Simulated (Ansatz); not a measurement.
Values for one crystal, relaxed and computed with LDA in the plane-wave PAW code Ansatz; other levels are named.

- Volume per atom: 28.57 Å³
- Band gap: 0.34 eV (indirect)
- Highest zone-centre frequency (without LO–TO term): 168 cm^-1
- Smallest direct gap on the standard path: 0.58 eV
- Electron effective mass: 0.12, 0.59, 2.8 mₑ (principal values)
- Valence-band maximum: at A
- Hole effective mass: 0.80, 0.80, 1.2 mₑ (principal values)

Which compound is it?
A. HgTe, P3_221 (Hg on 3a, Te on 3b)
B. SrTe, rock salt
C. Bi2Te2S, I4/mmm (Bi on 4e, Te on 4e, S on 2a)
D. In2Te3, Imm2 (In on 4d, Te on 4d, Te on 2a)

A, HgTe, P3_221 (Hg on 3a, Te on 3b)

The first step of the workflow began from a Materials Project structure, measured or hypothetical; the Crystallography Open Database copy checked does not list it. It is not the phase usual at ambient conditions (space group No. 216). The LDA relaxation kept the symmetry of its start; whether a distortion lowers the energy is not shown. Spin–orbit coupling is left out wherever it is not named.

Potentials: the later of the program's two PAW sets.
